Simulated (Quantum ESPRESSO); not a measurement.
## GaSi3O7F (one run as intended and one with a planted mistake)

Simulated, not a measurement. The program is pw.x of Quantum ESPRESSO 7.5 (plane-wave density functional theory). The cell is made up: 12 atoms on a rutile lattice, with randomly drawn elements, strain and displacements, not relaxed. PseudoDojo standard norm-conserving files (v0.5 for PBE, v0.4.1 for LDA and PBEsol) set the functional; there is no spin polarisation, spin-orbit coupling or dispersion term, and the masses in the input are unused placeholders.

Intended input:

```
&control calculation='scf', pseudo_dir='./dojo.nc.sr.pbe.v0_5.standard.upf', outdir='./o', disk_io='low', tprnfor=.true., tstress=.true. /
&system ibrav=0, nat=12, ntyp=4, nbnd=43, ecutwfc=84.00895049, nosym=.true., tot_charge=0,
 occupations='smearing', smearing='fd', degauss=0.0018374661
/
&electrons conv_thr=7.350e-09, electron_maxstep=60, /
ATOMIC_SPECIES
F 1.0 F.upf
Ga 1.0 Ga.upf
O 1.0 O.upf
Si 1.0 Si.upf
CELL_PARAMETERS angstrom
4.2441 0.0242 -0.0132
0.0242 4.2425 0.0082
-0.0168 0.0104 5.5682
ATOMIC_POSITIONS angstrom
Ga -0.1608 0.0325 0.0664
Si 1.9732 2.0589 1.4317
Si -0.0806 0.1378 2.7496
Si 2.0008 2.0585 4.2394
O 1.3743 1.3078 -0.0487
O 2.9252 2.9596 -0.1296
O 3.3017 0.7443 1.4306
O 0.7507 3.3797 1.3132
O 1.3025 1.284 2.7916
O 2.9611 2.9686 2.7986
F 3.435 0.7904 4.1413
O 0.8303 3.3919 4.1223
K_POINTS automatic
5 5 4 1 1 1
```

The log is shortened where brackets say so; the opening notice, blank lines, dates and the lines on written files are dropped, and the path of the files is cut. It prints rydbergs, bohrs and kilobars, and counts compression as positive stress. Where no state is partly filled, the Fermi energy that it prints is only some level between the filled and the empty states on the mesh, and need not lie in the true gap.

Log of the intended run:

```
     Program PWSCF v.7.5
     Parallel version (MPI & OpenMP), running on       4 processor cores
     Number of MPI processes:                 4
     Threads/MPI process:                     1
     [start-up lines left out]
     bravais-lattice index     =            0
     lattice parameter (alat)  =       8.0204  a.u.
     unit-cell volume          =     676.5487 (a.u.)^3
     number of atoms/cell      =           12
     number of atomic types    =            4
     number of electrons       =        74.00
     number of Kohn-Sham states=           43
     kinetic-energy cutoff     =      84.0090  Ry
     charge density cutoff     =     336.0358  Ry
     scf convergence threshold =      7.3E-09
     mixing beta               =       0.7000
     number of iterations used =            8  plain     mixing
     Exchange-correlation= PBE
                           (   1   4   3   4   0   0   0)
     [axes and pseudopotential details left out]
   Cartesian axes
     site n.     atom                  positions (alat units)
         1        Ga     tau(   1) = (  -0.0378871   0.0076575   0.0156449  )
         2        Si     tau(   2) = (   0.4649180   0.4851103   0.3373318  )
         3        Si     tau(   3) = (  -0.0189907   0.0324679   0.6478504  )
         4        Si     tau(   4) = (   0.4714210   0.4850160   0.9988715  )
         5        O      tau(   5) = (   0.3238074   0.3081389  -0.0114745  )
         6        O      tau(   6) = (   0.6892246   0.6973298  -0.0305359  )
         7        O      tau(   7) = (   0.7779342   0.1753692   0.3370726  )
         8        O      tau(   8) = (   0.1768771   0.7963122   0.3094113  )
         9        O      tau(   9) = (   0.3068902   0.3025313   0.6577463  )
        10        O      tau(  10) = (   0.6976833   0.6994504   0.6593956  )
        11        F      tau(  11) = (   0.8093418   0.1862311   0.9757576  )
        12        O      tau(  12) = (   0.1956322   0.7991867   0.9712808  )
     number of k points=    50  Fermi-Dirac smearing, width (Ry)=  0.0018
                       cart. coord. in units 2pi/alat
        k(    1) = (   0.0997327   0.0992866   0.0953929), wk =   0.0400000
        k(    2) = (   0.1003275   0.0989148   0.2859502), wk =   0.0400000
     [further k points left out]
     Dense  grid:    70437 G-vectors     FFT dimensions: (  48,  48,  64)
     Estimated max dynamical RAM per process >     179.72 MB
     Estimated total dynamical RAM >     667.30 MB
     Initial potential from superposition of free atoms
     starting charge      73.9955, renormalised to      74.0000
     Starting wfcs are   53 randomized atomic wfcs
     total cpu time spent up to now is        4.9 secs
     per-process dynamical memory:   141.0 Mb
     Self-consistent Calculation
     iteration #  1     ecut=    84.01 Ry     beta= 0.70
     Davidson diagonalization with overlap
     ethr =  1.00E-02,  avg # of iterations =  2.9
     total cpu time spent up to now is       14.0 secs
     total energy              =    -458.62156391 Ry
     estimated scf accuracy    <       2.59563915 Ry
     iteration #  2     ecut=    84.01 Ry     beta= 0.70
     Davidson diagonalization with overlap
     ethr =  3.51E-03,  avg # of iterations =  2.1
     total cpu time spent up to now is       22.4 secs
     total energy              =    -459.38895481 Ry
     estimated scf accuracy    <       1.65709047 Ry
     [iterations 3 to 10 left out]
     iteration # 11     ecut=    84.01 Ry     beta= 0.70
     Davidson diagonalization with overlap
     ethr =  4.49E-11,  avg # of iterations =  2.0
     total cpu time spent up to now is      111.1 secs
     total energy              =    -459.69911916 Ry
     estimated scf accuracy    <       0.00000001 Ry
     iteration # 12     ecut=    84.01 Ry     beta= 0.70
     Davidson diagonalization with overlap
     ethr =  1.44E-11,  avg # of iterations =  2.0
     total cpu time spent up to now is      118.5 secs
     End of self-consistent calculation
     [lines on levels left out]
     the Fermi energy is    13.0603 ev
!    total energy              =    -459.69911916 Ry
     estimated scf accuracy    <          1.7E-09 Ry
     smearing contrib. (-TS)   =       0.00000000 Ry
     internal energy E=F+TS    =    -459.69911916 Ry
     The total energy is F=E-TS. E is the sum of the following terms:
     one-electron contribution =    -123.81924163 Ry
     hartree contribution      =     123.08056716 Ry
     xc contribution           =    -122.64910341 Ry
     ewald contribution        =    -336.31134128 Ry
     convergence has been achieved in  12 iterations
     Forces acting on atoms (cartesian axes, Ry/au):
     atom    1 type  2   force =     0.14953244   -0.12385491   -0.05269851
     atom    2 type  4   force =     0.08478966    0.15815318   -0.06095272
     atom    3 type  4   force =     0.11851156   -0.27549947   -0.04244224
     atom    4 type  4   force =    -0.00150595    0.29220151   -0.07143315
     atom    5 type  3   force =    -0.05085167   -0.06449302    0.06387189
     atom    6 type  3   force =    -0.08635662   -0.13744811    0.02712507
     atom    7 type  3   force =    -0.09596025    0.16955882    0.12699429
     atom    8 type  3   force =     0.10152099   -0.06702321    0.16573470
     atom    9 type  3   force =    -0.05661899   -0.04191314    0.03194914
     atom   10 type  3   force =    -0.04490246   -0.06309740   -0.00620413
     atom   11 type  1   force =    -0.09340747    0.12044506   -0.11771388
     atom   12 type  3   force =    -0.02475124    0.03297069   -0.06423046
     Total force =     0.669196     Total SCF correction =     0.000037
     Computing stress (Cartesian axis) and pressure
          total   stress  (Ry/bohr**3)                   (kbar)     P=      168.36
   0.00123918  -0.00018819  -0.00018823          182.29      -27.68      -27.69
  -0.00018819   0.00066083  -0.00027223          -27.68       97.21      -40.05
  -0.00018823  -0.00027223   0.00153336          -27.69      -40.05      225.56
     init_run     :      4.50s CPU      4.74s WALL (       1 calls)
     electrons    :    113.09s CPU    113.66s WALL (       1 calls)
     forces       :      1.42s CPU      1.44s WALL (       1 calls)
     stress       :      5.01s CPU      5.03s WALL (       1 calls)
     [timing details left out]
     PWSCF        :   2m 4.26s CPU   2m 5.15s WALL
     JOB DONE.
```

A second run has one planted mistake: the cell and the positions are scaled by a wrong factor. The input lines that differ, file-writing options aside:

```
- 4.2441 0.0242 -0.0132
+ 4.1855 0.0239 -0.013
- 0.0242 4.2425 0.0082
+ 0.0239 4.184 0.0081
- -0.0168 0.0104 5.5682
+ -0.0166 0.0103 5.4914
- Ga -0.1608 0.0325 0.0664
+ Ga -0.1586 0.0321 0.0655
- Si 1.9732 2.0589 1.4317
+ Si 1.946 2.0305 1.4119
- Si -0.0806 0.1378 2.7496
+ Si -0.0795 0.1359 2.7117
- Si 2.0008 2.0585 4.2394
+ Si 1.9732 2.0301 4.1809
- O 1.3743 1.3078 -0.0487
+ O 1.3553 1.2898 -0.048
- O 2.9252 2.9596 -0.1296
+ O 2.8848 2.9188 -0.1278
- O 3.3017 0.7443 1.4306
+ O 3.2561 0.734 1.4109
- O 0.7507 3.3797 1.3132
+ O 0.7403 3.3331 1.2951
- O 1.3025 1.284 2.7916
+ O 1.2845 1.2663 2.7531
- O 2.9611 2.9686 2.7986
+ O 2.9202 2.9276 2.76
- F 3.435 0.7904 4.1413
+ F 3.3876 0.7795 4.0842
- O 0.8303 3.3919 4.1223
+ O 0.8188 3.3451 4.0654
```

Its log:

```
     Program PWSCF v.7.5
     Parallel version (MPI & OpenMP), running on       4 processor cores
     Number of MPI processes:                 4
     Threads/MPI process:                     1
     [start-up lines left out]
     bravais-lattice index     =            0
     lattice parameter (alat)  =       7.9096  a.u.
     unit-cell volume          =     648.9315 (a.u.)^3
     number of atoms/cell      =           12
     number of atomic types    =            4
     number of electrons       =        74.00
     number of Kohn-Sham states=           43
     kinetic-energy cutoff     =      84.0090  Ry
     charge density cutoff     =     336.0358  Ry
     scf convergence threshold =      7.3E-09
     mixing beta               =       0.7000
     number of iterations used =            8  plain     mixing
     Exchange-correlation= PBE
                           (   1   4   3   4   0   0   0)
     [axes and pseudopotential details left out]
   Cartesian axes
     site n.     atom                  positions (alat units)
         1        Ga     tau(   1) = (  -0.0378919   0.0076692   0.0156489  )
         2        Si     tau(   2) = (   0.4649287   0.4851170   0.3373241  )
         3        Si     tau(   3) = (  -0.0189937   0.0324686   0.6478659  )
         4        Si     tau(   4) = (   0.4714271   0.4850214   0.9988799  )
         5        O      tau(   5) = (   0.3238015   0.3081526  -0.0114679  )
         6        O      tau(   6) = (   0.6892221   0.6973452  -0.0305333  )
         7        O      tau(   7) = (   0.7779312   0.1753636   0.3370852  )
         8        O      tau(   8) = (   0.1768688   0.7963277   0.3094189  )
         9        O      tau(   9) = (   0.3068864   0.3025381   0.6577570  )
        10        O      tau(  10) = (   0.6976797   0.6994477   0.6594055  )
        11        F      tau(  11) = (   0.8093486   0.1862343   0.9757768  )
        12        O      tau(  12) = (   0.1956236   0.7991947   0.9712852  )
     number of k points=    50  Fermi-Dirac smearing, width (Ry)=  0.0018
                       cart. coord. in units 2pi/alat
        k(    1) = (   0.0997315   0.0992836   0.0953912), wk =   0.0400000
        k(    2) = (   0.1003254   0.0989113   0.2859457), wk =   0.0400000
     [further k points left out]
     Dense  grid:    67441 G-vectors     FFT dimensions: (  48,  48,  64)
     Estimated max dynamical RAM per process >     173.00 MB
     Estimated total dynamical RAM >     642.60 MB
     Initial potential from superposition of free atoms
     starting charge      73.9955, renormalised to      74.0000
     Starting wfcs are   53 randomized atomic wfcs
     total cpu time spent up to now is        5.8 secs
     per-process dynamical memory:   141.0 Mb
     Self-consistent Calculation
     iteration #  1     ecut=    84.01 Ry     beta= 0.70
     Davidson diagonalization with overlap
     ethr =  1.00E-02,  avg # of iterations =  2.9
     total cpu time spent up to now is       17.7 secs
     total energy              =    -458.59402808 Ry
     estimated scf accuracy    <       2.60029124 Ry
     iteration #  2     ecut=    84.01 Ry     beta= 0.70
     Davidson diagonalization with overlap
     ethr =  3.51E-03,  avg # of iterations =  2.1
     total cpu time spent up to now is       30.8 secs
     total energy              =    -459.37589962 Ry
     estimated scf accuracy    <       1.49575401 Ry
     [iterations 3 to 9 left out]
     iteration # 10     ecut=    84.01 Ry     beta= 0.70
     Davidson diagonalization with overlap
     ethr =  3.43E-10,  avg # of iterations =  2.1
     total cpu time spent up to now is      121.3 secs
     total energy              =    -459.65449229 Ry
     estimated scf accuracy    <       0.00000003 Ry
     iteration # 11     ecut=    84.01 Ry     beta= 0.70
     Davidson diagonalization with overlap
     ethr =  4.36E-11,  avg # of iterations =  2.0
     total cpu time spent up to now is      131.3 secs
     End of self-consistent calculation
     [lines on levels left out]
     the Fermi energy is    13.9772 ev
!    total energy              =    -459.65449229 Ry
     estimated scf accuracy    <          6.8E-09 Ry
     smearing contrib. (-TS)   =       0.00000000 Ry
     internal energy E=F+TS    =    -459.65449229 Ry
     The total energy is F=E-TS. E is the sum of the following terms:
     one-electron contribution =    -116.90688167 Ry
     hartree contribution      =     121.30970400 Ry
     xc contribution           =    -123.04185258 Ry
     ewald contribution        =    -341.01546204 Ry
     convergence has been achieved in  11 iterations
     Forces acting on atoms (cartesian axes, Ry/au):
     atom    1 type  2   force =     0.16347294   -0.12072707   -0.06504679
     atom    2 type  4   force =     0.09616254    0.16868491   -0.06761644
     atom    3 type  4   force =     0.12872168   -0.29185255   -0.03977219
     atom    4 type  4   force =     0.00849695    0.30190710   -0.08929997
     atom    5 type  3   force =    -0.06512622   -0.08218977    0.07462092
     atom    6 type  3   force =    -0.08959823   -0.14562883    0.03340367
     atom    7 type  3   force =    -0.11617609    0.19107172    0.13499793
     atom    8 type  3   force =     0.11469738   -0.07786181    0.18212782
     atom    9 type  3   force =    -0.06481847   -0.05136934    0.03776041
     atom   10 type  3   force =    -0.04305347   -0.06332647   -0.00553123
     atom   11 type  1   force =    -0.10817601    0.13736627   -0.12667360
     atom   12 type  3   force =    -0.02460300    0.03392585   -0.06897055
     Total force =     0.724674     Total SCF correction =     0.000100
     Computing stress (Cartesian axis) and pressure
          total   stress  (Ry/bohr**3)                   (kbar)     P=      310.32
   0.00212386  -0.00019363  -0.00017120          312.43      -28.48      -25.18
  -0.00019363   0.00150985  -0.00032592          -28.48      222.11      -47.95
  -0.00017120  -0.00032592   0.00269488          -25.18      -47.95      396.43
     init_run     :      5.10s CPU      5.33s WALL (       1 calls)
     electrons    :    124.96s CPU    125.57s WALL (       1 calls)
     forces       :      1.92s CPU      1.94s WALL (       1 calls)
     stress       :      5.98s CPU      5.99s WALL (       1 calls)
     [timing details left out]
     PWSCF        :   2m18.47s CPU   2m19.47s WALL
     JOB DONE.
```

```
                                            intended run  run with the mistake
                          free energy (eV)     -6254.525             -6253.918
                    smearing term -TS (eV)        0.0000                0.0000
                            pressure (GPa)         16.84                 31.03
            largest force component (eV/Å)         7.513                 7.762
largest change of a force component (eV/Å)                               0.553
                                iterations            12                    11
```

For scale, a rerun of the intended cell at 1437 eV and a 7 x 7 x 6 mesh moved values by no more than 0.004 eV in energy, 0.04 GPa in stress and 0.003 eV/Å in force.